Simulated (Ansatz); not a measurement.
## Profile along the Zr–Zr line in Zr (hcp, Mg type)

Zr (hcp, Mg type)

```xyz
2
Lattice="3.1842 0.0000 0.0000 -1.5921 2.7576 0.0000 0.0000 0.0000 5.1167" Properties=species:S:1:pos:R:3 pbc="T T T"
Zr     0.0000     1.8384     3.8375
Zr     1.5921     0.9192     1.2792
```

Fields along a shortest Zr–Zr line of a (0001) plane (3.18 Å), from Zr to Zr, interpolated on the slice's grid (step about 0.2 Å). Calculation: PBEsol (plane waves to 420 eV, PAW, scalar-relativistic; Ansatz, a program for electronic structure). k mesh 17×17×9. These are valence fields of a PAW run, semicore shells included where kept as valence: close to a nucleus they are smooth pseudo fields. Zr is run without spin polarisation. Zr was relaxed with its symmetry unable to fall.

```csv
distance from Zr (Å),valence electron density (e/Å³),electron localisation function
0.00,2.73,x
0.16,3.28,x
0.32,4.05,x
0.48,3.92,x
0.64,2.80,0.80
0.80,1.54,0.69
0.95,0.73,0.45
1.11,0.36,0.21
1.27,0.23,0.15
1.43,0.19,0.20
1.59,0.18,0.23
1.75,0.19,0.20
1.91,0.23,0.15
2.07,0.36,0.21
2.23,0.73,0.45
2.39,1.54,0.69
2.54,2.80,0.80
2.70,3.92,x
2.86,4.05,x
3.02,3.28,x
3.18,2.73,x
```

x: too close to a nucleus for the ELF to mean much.

Density on the Zr–Zr line (3.18 Å) at its midpoint: 0.18 e/Å³. ELF at that point: 0.23.
